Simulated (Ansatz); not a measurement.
**Stability checks on a candidate for MgCd₂Se₃**

It was reached by relaxing an invented guess, and it needn't be the stable form of this composition.

Computed with Ansatz, DFT PBE, scalar-relativistic, plane waves, PAW. Plane waves to 420 eV, a 6×6×2 mesh through Γ for the 12-atom cell and 0.02 eV Gaussian smearing; no spin polarisation.

```
Mg Cd Se
1.0
     4.34246    0.00000    0.00000
    -2.17123    3.76068    0.00000
     0.00000    0.00000   21.16859
Mg Cd Se
2 4 6
Cartesian
  2.1712 1.2536 7.0241
  0.0000 2.5071 17.6084
  2.1712 1.2536 21.1361
  2.1712 1.2536 14.1591
  0.0000 2.5071 3.5748
  0.0000 2.5071 10.5518
  2.1712 1.2536 2.6520
  2.1712 1.2536 9.6293
  2.1712 1.2536 16.8434
  0.0000 2.5071 6.2591
  0.0000 2.5071 13.2363
  0.0000 2.5071 20.2136
```

Energies over the elements count from the elements' standard structures at the same level, with no fitted energy shifts.

Question: These tests were run: energy against the elements; random kick, then relaxation without symmetry; phonons on a 2×2×1 q mesh. What do they show?

Answer:

```tsv
test	result
energy against the elements	−0.837 eV/atom
random kick, then relaxation without symmetry	returns
phonons on a 2×2×1 q mesh	no imaginary mode on the mesh
```

It fails none of these tests. Whether a mixture of other phases lies lower isn't tested here.

The reference form of Se is held partly by dispersion forces, which this level lacks. The kick test ran on a coarse mesh. The run for the phonons used a 6×6×2 k mesh.
